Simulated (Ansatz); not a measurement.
**Calculated with Ansatz: CsH₂S₄, relaxation**

Run with:

```bash
ansatz run input.yaml --threads 2 --pin off --max-ram 3584MiB --backend cpu --events-out ev --progress --plain --runs-dir out
```

input.yaml:

```yaml
crystal:
  lattice:
    - [0.0, 5.639592, 0.0]
    - [5.639592, 0.0, 0.0]
    - [2.819796, 2.819796, -5.230103]
  atoms:
    - { symbol: S, position: [0.37, 0.38, 0.74] }
    - { symbol: S, position: [0.62, 0.11, 0.26] }
    - { symbol: S, position: [0.89, 0.88, 0.74] }
    - { symbol: S, position: [0.12, 0.63, 0.26] }
    - { symbol: Cs, position: [0.5, 0.5, 0.0] }
    - { symbol: H, position: [0.75, 0.25, 0.5] }
    - { symbol: H, position: [0.0, 0.0, 0.0] }
  symmetry: { tolerance: 0.0003 }
kpoints:
  mp_grid: { grid: [5, 5, 5], shift: [0, 0, 0] }
magnetization:
  spin_polarized: false
scf:
  occupations: { method: gaussian, width: 0.0147 }
  lower_state_search: "off"
hamiltonian:
  pseudopotentials: { kind: paw }
  xc: pbe
basis:
  ecutwfc: 420
  fft_grid_basis: typed
relax:
  max_steps: 80
  cell: { p_target: 20.0 }
output:
  forces: true
  stress: true
  eigenvalues: true
  bader: true
  populations: true
  elf: true
  write_potential: true
  volumetric_format: npy
  dos:
    e_range: [-12, 8]
    de: 0.05
    projected: { site_lists: { Cs: [Cs], H: [H], S: [S] } }
  write_density: true
checkpoint:
  read: saved_state
```

Origin of the cell: a known structure type with other elements, at an estimated volume, so it need not be a known compound.

The saved state is a converged single point of the same cell.

Steps («new basis» is an SCF on plane waves selected anew at the same cell):

```tsv
step	ΔH (meV/atom)	max force component (eV/Å)	P (GPa)	volume (Å³)	SCF iterations	step was
1	0.0	2.138	1.97	166.34	6	accepted
2	-630.8	2.182	3.17	144.29	6	accepted
3	-1155.3	2.510	4.57	130.08	6	accepted
4	-1662.9	2.690	7.16	118.89	6	accepted
5	-2086.2	1.856	11.73	111.72	6	accepted
6	-2101.4	3.743	27.35	105.56	6	accepted
7	-2187.7	1.135	22.53	101.17	6	accepted
8	-2220.8	0.324	20.58	103.46	6	accepted
9	-2231.0	0.125	19.88	103.10	6	accepted
10	-2232.3	0.061	19.87	102.72	6	accepted
11	-2232.3	0.110	20.39	102.44	6	rejected
12	-2232.8	0.009	19.99	102.65	8	accepted
13	-2232.1	0.010	19.97	102.65	6	new basis
```

The starting structure.

Space group I-4 (No. 82); the run's cell has a = 5.640 Å, b = 5.640 Å, c = 6.577 Å, α = 64.61°, β = 64.61°, γ = 90.00°. Shortest distances: H–S 2.38 Å, Cs–S 2.45 Å.

The relaxed structure.

Space group I-4 (No. 82); the run's cell has a = 4.722 Å, b = 4.722 Å, c = 5.687 Å, α = 65.47°, β = 65.47°, γ = 90.00°. Shortest distances: H–S 1.85 Å, S–S 2.00 Å, Cs–S 2.84 Å, Cs–H 3.30 Å, H–H 3.30 Å.

```yaml
crystal:
  lattice:
    - [0.00000, 4.72222, 0.00000]
    - [4.72222, 0.00000, 0.00000]
    - [2.36111, 2.36111, -4.60336]
  atoms:
    - { symbol: S, position: [0.28243, 0.34671, 0.66271] }
    - { symbol: S, position: [0.65329, 0.94515, 0.33729] }
    - { symbol: S, position: [0.05485, 0.99058, 0.66271] }
    - { symbol: S, position: [0.00942, 0.71757, 0.33729] }
    - { symbol: Cs, position: [0.50000, 0.50000, 0.00000] }
    - { symbol: H, position: [0.75000, 0.25000, 0.50000] }
    - { symbol: H, position: [0.00000, 0.00000, 0.00000] }
```

| Item | Value |
| --- | --- |
| Enthalpy lowered by | 2232.1 meV/atom |
| Volume change | -38.29 % |
| Final pressure | 19.97 GPa |
| Relaxation steps listed | 13 |

Caveats: no moments, though an odd count or open d shells may carry them; the relaxation held the start's symmetry, so the end may be a saddle point.

The run took 82 s of wall time on 2 CPU thread(s) of a shared host, from a saved density.
